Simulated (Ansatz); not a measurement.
Re:
```
Re
1.0
    2.73816     0.00000     0.00000
   -1.36908     2.37132     0.00000
    0.00000     0.00000     8.82443
Re
4
Direct
  0.00000   0.00000   0.00000
  0.00000   0.00000   0.50000
  0.33333   0.66667   0.25000
  0.66667   0.33333   0.75000
```

Relaxed with LDA. Special points in fractions of this cell's reciprocal vectors: Γ (0.000, 0.000, 0.000); M (0.500, 0.000, 0.000); K (0.333, 0.333, 0.000); A (0.000, 0.000, 0.500); L (0.500, 0.000, 0.500); H (0.333, 0.333, 0.500).

**Question.** List the band energies nearest the Fermi level at these points for the program Ansatz at the LDA level (PAW).

**Answer.** In eV from the Fermi level; about four levels below and three above (degenerate sets whole), none deeper than 8.9 eV; points with the same levels are listed once.

| k | below | above |
|---|---|---|
| Γ | -1.32 -1.32 -1.19 -1.19 | 0.61 0.61 0.70 |
| M | -2.87 -2.17 -2.11 -0.82 | 0.28 0.28 1.29 |
| K | -2.25 -2.25 -2.22 -0.08 -0.08 | 1.68 1.68 3.08 |
| A | -1.55 -1.55 -1.55 -1.55 -1.02 -1.02 | 1.18 1.18 1.18 1.18 |
| L | -1.53 -1.53 -0.60 -0.60 | 0.36 0.36 2.79 2.79 |
| H | -2.27 -2.27 -0.05 -0.05 | 1.08 1.08 3.31 3.31 |

Space group P6_3/mmc (dhcp (α-La type)). The first step of the workflow began from a Materials Project structure, measured or hypothetical. Its sites differ from those of the usual phase in this space group: another stacking or structure type. The LDA relaxation kept the symmetry of its start; its stability against distortions is not shown here. No spin polarisation was allowed. Scalar-relativistic: spin–orbit coupling is off unless named, which matters more the heavier the elements.

Potentials: the earlier of the program's two PAW sets. The files were generated under PBE; for other functionals the program regenerates the frozen cores, and for LDA and PBEsol the local potential too.
